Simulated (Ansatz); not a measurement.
Relaxed-ion elastic tensor of Ge in space group P4_32_12 (No. 96; Ge on 4a, Ge on 8b) in GPa (Voigt order), plane-wave PAW r²SCAN (Ansatz code); density 5.77 g/cm³, 20.88 Å³ per atom.

|  | 1 | 2 | 3 | 4 | 5 | 6 |
|---|---|---|---|---|---|---|
| 1 | 169 | 18.8 | 28.0 | 0.0 | 0.0 | 0.0 |
| 2 | 18.8 | 169 | 28.0 | 0.0 | 0.0 | 0.0 |
| 3 | 28.0 | 28.0 | 96.2 | 0.0 | 0.0 | 0.0 |
| 4 | 0.0 | 0.0 | 0.0 | 57.1 | 0.0 | 0.0 |
| 5 | 0.0 | 0.0 | 0.0 | 0.0 | 57.1 | 0.0 |
| 6 | 0.0 | 0.0 | 0.0 | 0.0 | 0.0 | 46.9 |

Problem. Is the crystal mechanically stable?

Solution. Yes: the smallest eigenvalue of C is 46.9 GPa.

Problem. Work out the Voigt, Reuss and Hill averages.

Solution. K_V = 65.0, K_R = 61.6, K_H = 63.3; G_V = 56.2, G_R = 53.7, G_H = 55.0 GPa.

Problem. Give Young's modulus, Poisson's ratio, Pugh's ratio and the universal anisotropy index.

Solution. E = 9KG/(3K + G) = 128 GPa; ν = 0.16; K/G = 1.15 (brittle by the Pugh limit of 1.75); A_U = 5G_V/G_R + K_V/K_R − 6 = 0.30.

Problem. Estimate the sound speeds and the Debye temperature.

Solution. v_l = √((K + 4G/3)/ρ) = 4860 m/s, v_t = √(G/ρ) = 3080 m/s, mean 3390 m/s; Θ = (h/k)(3n/4πV)^(1/3) v_m = 367 K.

Problem. How much does each axis shrink under pressure?

Solution. Linear compressibilities β_i = Σ_j S_ij (j = 1 to 3): x 4.1, y 4.1, z 8.0 per TPa.

The first step of the workflow began from a Materials Project structure, measured or hypothetical; the Crystallography Open Database files this formula in space group No. 96, but the cells were not matched. It is not the phase usual at ambient conditions (space group No. 227). The r²SCAN relaxation kept the symmetry of its start; whether a distortion lowers the energy is not shown.

Potentials: the earlier of the program's two PAW sets.
